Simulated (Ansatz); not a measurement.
**RbBaSi2, before and after**

The cell of RbBaSi2 is invented: random cell by space group and Wyckoff sites (P6/mmm, No. 191). Lengths were set from tabulated atomic sizes, so they are only a guess.

start.cif

```cif
data_structure
_symmetry_space_group_name_H-M 'P6/mmm'
_symmetry_Int_Tables_number 191
_cell_length_a 4.5592
_cell_length_b 4.5592
_cell_length_c 6.8069
_cell_angle_alpha 90.000
_cell_angle_beta 90.000
_cell_angle_gamma 120.000
_cell_volume 122.54
loop_
_atom_site_label
_atom_site_type_symbol
_atom_site_symmetry_multiplicity
_atom_site_Wyckoff_symbol
_atom_site_fract_x
_atom_site_fract_y
_atom_site_fract_z
_atom_site_occupancy
Rb1 Rb 1 a 0.00000 0.00000 0.00000 1
Ba1 Ba 1 b 0.00000 0.00000 0.50000 1
Si1 Si 2 d 0.33333 0.66667 0.50000 1
```

Computed with DFT PBE, scalar-relativistic, plane waves, PAW (Ansatz). Cutoff 420 eV, Gaussian smearing, Γ-centred meshes. Cell and atoms relax first on a coarse mesh and then on a finer one. In between, the cell is made exact in the group found at 0.06 Å. In metals the finer mesh still leaves noise of several meV/atom or more. The steps can't lower the symmetry of their start. No spin polarisation.

end.cif

```cif
data_structure
_symmetry_space_group_name_H-M 'P6/mmm'
_symmetry_Int_Tables_number 191
_cell_length_a 5.3241
_cell_length_b 5.3241
_cell_length_c 7.6331
_cell_angle_alpha 90.000
_cell_angle_beta 90.000
_cell_angle_gamma 120.000
_cell_volume 187.38
loop_
_atom_site_label
_atom_site_type_symbol
_atom_site_symmetry_multiplicity
_atom_site_Wyckoff_symbol
_atom_site_fract_x
_atom_site_fract_y
_atom_site_fract_z
_atom_site_occupancy
Rb1 Rb 1 a 0.00000 0.00000 0.00000 1
Ba1 Ba 1 b 0.00000 0.00000 0.50000 1
Si1 Si 2 d 0.33333 0.66667 0.50000 1
```

The symmetry stays P6/mmm (No. 191). The volume per atom grows by 52.9 %, from 30.6 to 46.8 Å³. The shortest distance goes from 2.63 Å (Ba–Si and Si–Si) to 3.07 Å (Ba–Si and Si–Si). The energy falls by about 0.58 eV/atom (the start's value is from the coarse mesh).

For RbBaSi2, the volume per atom is 46.85 Å³. The density is 2.47 g/cm³ and the energy over the elements is +0.55 eV/atom. The gap on the 12×12×6 mesh of the 4-atom cell is 0 eV (a metal).

Formation energies are uncorrected and refer to the elements' standard structures at the same level. The separate elements lie lower, so it is unstable against them.

The last run used Gaussian smearing of 0.10 eV. The cell is a metal run without spin; a magnetic state may lie lower. Symmetry constrained the relaxation, so the result can be a saddle point. In all, the 3 runs took 96 s on 1 thread of Arm Neoverse V1, with other jobs on the host.
